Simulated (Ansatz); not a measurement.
C:
```cif
data_C6
_chemical_formula_sum 'C6'
_space_group_name_H-M_alt 'P 1'
_space_group_IT_number 1
_cell_length_a 3.84272
_cell_length_b 3.84272
_cell_length_c 3.84272
_cell_angle_alpha 139.728
_cell_angle_beta 88.142
_cell_angle_gamma 105.631
loop_
_space_group_symop_operation_xyz
  'x, y, z'
loop_
_atom_site_label
_atom_site_type_symbol
_atom_site_fract_x
_atom_site_fract_y
_atom_site_fract_z
_atom_site_occupancy
C1 C 0.67014 0.32294 0.99309 1
C2 C 0.32986 0.67706 0.00691 1
C3 C 0.82986 0.82294 0.65280 1
C4 C 0.17014 0.17706 0.34720 1
C5 C 0.75000 0.75000 0.00000 1
C6 C 0.25000 0.25000 0.00000 1
```

Relaxed with DFT-PBEsol in the program Ansatz with PAW potentials. Indices refer to the conventional cell of Ibam, a = 2.646 Å, b = 5.522 Å, c = 4.645 Å, α = β = γ = 90.00°.

Q: Simulate the powder diffraction pattern (Cu Kα, λ = 1.54184 Å; lines above 1 %) up to 2θ = 90°.

A: Simulated powder pattern, Cu Kα, λ = 1.54184 Å (kinematic, ideal powder, no thermal factors, no anomalous dispersion; the 30 strongest lines at most, above 1 %, up to 2θ = 90°):

| 2θ (°) | d (Å) | I/Imax (%) | hkl |
|---|---|---|---|
| 37.70 | 2.386 | 100 | (110) |
| 38.77 | 2.322 | 22 | (002) |
| 51.41 | 1.777 | 63 | (022) |
| 51.75 | 1.767 | 65 | (121) |
| 55.19 | 1.664 | 7.2 | (112) |
| 74.99 | 1.267 | 25 | (132) |
| 76.90 | 1.240 | 13 | (211) |
| 79.72 | 1.203 | 14 | (123) |
| 80.51 | 1.193 | 7.9 | (220) |
| 81.03 | 1.187 | 9.7 | (042) |
| 81.29 | 1.183 | 15 | (141) |
| 83.19 | 1.161 | 12 | (004) |
| 84.24 | 1.149 | 13 | (202) |

The start of the workflow was typed in or built on a structure type; neither database checked (COD, Materials Project) lists it. It is not the phase usual at ambient conditions (space group No. 194, 227). The cell was relaxed with PBEsol under the symmetry of its start; whether a distortion lowers the energy is not shown. The volume moved by 18 % from the start of the relaxation.

Potentials: the later of the program's two PAW sets.
